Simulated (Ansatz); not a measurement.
## fluorite-structured EuTe2

Computed with Ansatz (plane waves, PAW, 420 eV cutoff): PBE, scalar-relativistic, collinear spin, 8×8×4 k-mesh, Gaussian smearing of 0.05 eV; PAW files: Ansatz's generated set soft_2.

```yaml
crystal:
  lattice:
    - [0.00000, 3.78089, 3.78089]
    - [3.78089, 0.00000, 3.78089]
    - [7.56178, 7.56178, 0.00000]
  atoms:
    - { symbol: Eu, position: [0.00000, 0.00000, 0.00000] }
    - { symbol: Te, position: [0.25000, 0.25000, 0.12500] }
    - { symbol: Te, position: [0.75000, 0.75000, 0.37500] }
    - { symbol: Eu, position: [0.00000, 0.00000, 0.50000] }
    - { symbol: Te, position: [0.25000, 0.25000, 0.62500] }
    - { symbol: Te, position: [0.75000, 0.75000, 0.87500] }
```

The cell came from substitution into a structure type; whether the compound takes it is for experiment to say.

Magnetic state: antiferromagnetic, site spin moments Eu 6.64, -6.64; Te -0.08, 0.08 μB.

The run above is the reference. The same cell was run again with other input settings; several of them aren't fit for production, so the rows show the settings' effect and aren't properties of the material.

| keys changed | outcome | ΔE (meV/atom) | P (GPa) | gap on the mesh (eV) | cell moment (μB) | largest force component (eV/Å) | SCF iterations | rough core-seconds | new warnings |
| --- | --- | --- | --- | --- | --- | --- | --- | --- | --- |
| none (reference) | converged | 0.0 | 0.0 | metal | 0.00 | 0.005 | – | – | – |
| scf.mixing.preconditioner: "none"; scf.occupations.method: "gaussian" → "cold"; scf.occupations.width: 0.05 → 0.025 | converged | -0.2 | 0.0 | metal | 0.00 | 0.004 | 13 | 28 | given moment on shells |
| basis.xc_grid: 2; accuracy: "high" | converged | 0.0 | 0.0 | metal | 0.00 | 0.005 | 19 | 60 | given moment on shells |
| scf.initial_density.chi_scale: 0.1 | converged | 0.0 | 0.0 | metal | 0.00 | 0.005 | 14 | 30 | given moment on shells |

These changes also left energy (to 0.1 meV/atom), pressure, gap, moment and forces as in the reference: basis.ecutrho_ratio: 4 → 12; scf.mixing.algorithm: "broyden"; scf.mixing.beta: 0.2.

ΔE is the energy with the smearing extrapolated to zero. It is left out where the change alters the Hamiltonian or the spin treatment. The varied runs start from atomic densities (corrected by the program's trained start where that serves), with the default search for lower states unless a row changes it, while the reference went on from a saved state, so a magnet may end in another state whatever the setting.

Question: What happens with these changes: hamiltonian.dispersion: "d3bjatm"?

Answer: outcome converged, P (GPa) -1.6, gap on the mesh (eV) metal, cell moment (μB) 0.00, largest force component (eV/Å) 0.005, SCF iterations 14, rough core-seconds 30, new warnings given moment on shells.

The pair part of a dispersion correction pulls inward (a three-body part mostly pushes out), and in metals and ionic crystals with large ions it often overbinds.

2 further runs (cut off, refused for memory, with changed atoms or starts, or in doubt) are left out.

Of the reference: Without a U the 4f levels of Eu lie too near the Fermi level, so their share of the states there, and what hangs on it, is overstated. Spin–orbit coupling, which matters for such heavy elements, is left out. The run wasn't fully tested for a lower electronic state. Site moments are of spin, integrated over atomic spheres. A displaced or strained copy of the relaxed cell lay 0.7 meV/atom lower, so on this mesh the structure isn't a minimum; in a metal a finer mesh can change so small a difference.
